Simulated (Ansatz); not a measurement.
AlRh:
```
CELL_PARAMETERS angstrom
      2.97735     0.00000     0.00000
      0.00000     2.97735     0.00000
      0.00000     0.00000     2.97735
ATOMIC_POSITIONS crystal
  Al 0.00000 0.00000 0.00000
  Rh 0.50000 0.50000 0.50000
```

Relaxed with r²SCAN. Special points in fractions of this cell's reciprocal vectors: Γ (0.000, 0.000, 0.000); X (0.000, 0.500, 0.000); M (0.500, 0.500, 0.000); R (0.500, 0.500, 0.500).

Question: List the band energies nearest the Fermi level at these points for r²SCAN with spin–orbit coupling in the plane-wave PAW code Ansatz.

Answer: In eV from the Fermi level; about four levels below and three above (degenerate sets whole), none deeper than 8.9 eV; points with the same levels are listed once.

```json
[
 {"k": "Γ", "below": "-2.01 -2.01 -2.01 -2.01 -1.76 -1.76", "above": "5.16 5.16 5.46 5.46 5.46 5.46"},
 {"k": "X", "below": "-3.42 -3.42 -1.70 -1.70", "above": "0.28 0.28 6.81 6.81"},
 {"k": "M", "below": "-2.70 -2.70 -0.60 -0.60", "above": "3.64 3.64 4.71 4.71"},
 {"k": "R", "below": "-0.52 -0.52 -0.52 -0.52", "above": "2.28 2.28 2.54 2.54"}
]
```

Space group Pm-3m (CsCl type). The first step of the workflow began from a Materials Project structure, measured or hypothetical; the Crystallography Open Database copy checked does not list it. With Al and Rh taken as one species the cell has the higher symmetry Im-3m, so it may be an ordered model of a mixed-site phase. Its standing as an ambient phase is unchecked. Symmetry was held in the r²SCAN relaxation; of distortions, only those at the zone centre were tested. The run is not spin-polarised.

Potentials: the later of the program's two PAW sets.
